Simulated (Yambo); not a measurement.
BSE-type run in Yambo on KBr (rock salt, space group Fm-3m, No. 225), at zero momentum.

Quantum ESPRESSO step (PBEsol, PseudoDojo standard norm-conserving files, scalar-relativistic):
```
&CONTROL
  calculation = 'nscf'
  pseudo_dir = './pseudo'
  outdir = './out'
/
&SYSTEM
  ibrav = 0
  nat = 2
  ntyp = 2
  ecutwfc = 74.0
  ecutrho = 296.0
  occupations = 'fixed'
  force_symmorphic = .true.
  nbnd = 38
/
&ELECTRONS
  conv_thr = 2e-09
  diago_full_acc = .true.
  diago_thr_init = 1e-08
/
ATOMIC_SPECIES
K 39.0983 K.upf
Br 79.9040 Br.upf
CELL_PARAMETERS angstrom
  0.000000000000   3.274333585000   3.274333585000
  3.274333585000   0.000000000000   3.274333585000
  3.274333585000   3.274333585000   0.000000000000
ATOMIC_POSITIONS crystal
K   0.000000000000   0.000000000000   0.000000000000
Br   0.500000000000   0.500000000000   0.500000000000
K_POINTS automatic
6 6 6 0 0 0
```

Yambo input:
```
rim_cut
optics
bse
bss
dipoles
em1s
RandQpts= 1000000
RandGvec= 1 Ry
FFTGvecs= 40 Ry
Chimod= "HARTREE"
BSKmod= "SEX"
BSEmod= "resonant"
BSSmod= "hs"
BSENGexx= 15 Ry
BSENGBlk= 1 Ry
% KfnQP_E
 2.615 | 1.0 | 1.0 |
%
% BSEQptR
 1 | 1 |
%
% BSEBands
 6 | 15 |
%
% BEnRange
 0.0 | 15.2 | eV
%
% BDmRange
 0.15 | 0.15 | eV
%
BEnSteps= 304
% BLongDir
 1.0 | 0.0 | 0.0 |
%
BSHayTrs= -0.02
BSSNEig= 24
WRbsWF
% BndsRnXs
 1 | 32 |
%
NGsBlkXs= 1 Ry
% LongDrXs
 1.0 | 1.0 | 1.0 |
%
```

From the report:

The dimension is k points × valence × conduction bands = 216 × 3 × 7 = 4536.
```
   [SLEPC] Approach                          : Krylov-Schur
   [SLEPC] Number of requested eigenvalues   :  24
   [SLEPC] Number of eigenvalues        [NEV]:  24
    [K] Dimension                                    :   4536
    [K] Bands                                        :   6  15
    [K] Exchange res                                 : yes
    [K] Correlation res                              : yes
    [K] W interaction is bare                        : no
    [K] RL vectors exchange                          :   531
    [K] RL vectors correlation                       :  15
    [W] Matrix size                                  :  15
    [W] Bands                                        :    1   32
    [W] Coulomb Cutoff                               : none
    [W] Hxc Kernel                                   : HARTREE
```

Spin-orbit coupling is not included.

Geometry relaxed with PBEsol.
